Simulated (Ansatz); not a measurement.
# Y: two-dimensional strain map

These are results of Ansatz 0.2.0, DFT r2SCAN, scalar-relativistic, plane waves, PAW, not measurements. Cutoff 500 eV, Γ-centred 16×16×16 k-points, Gaussian smearing of 0.15 eV. No spin polarisation. Energies are free energies at this smearing, counted from the undisturbed cell; pressure is positive in compression.

Zero of the scan (as given, not relaxed at this level; it stands at 3.3 GPa; this fcc form isn't the usual structure):

```
Y
1.0
     0.00000    2.48500    2.48500
     2.48500    0.00000    2.48500
     2.48500    2.48500    0.00000
Y
1
Cartesian
  0.0000 0.0000 0.0000
```

The cell is strained by p along both x and y and by q along z, fractional coordinates fixed. Points are written (p, q).

Energy above the undisturbed cell in meV/atom (a dash: not computed):

```csv
p \ q,-0.080,0.000,0.080
-0.080,?,238.0,123.0
0.000,90.3,0.0,-17.1
0.080,-0.5,?,58.9
```

(1) Fill in the withheld energies.

## Answers

(1) (-0.080, -0.080): 447.8; (0.080, 0.000): 2.7.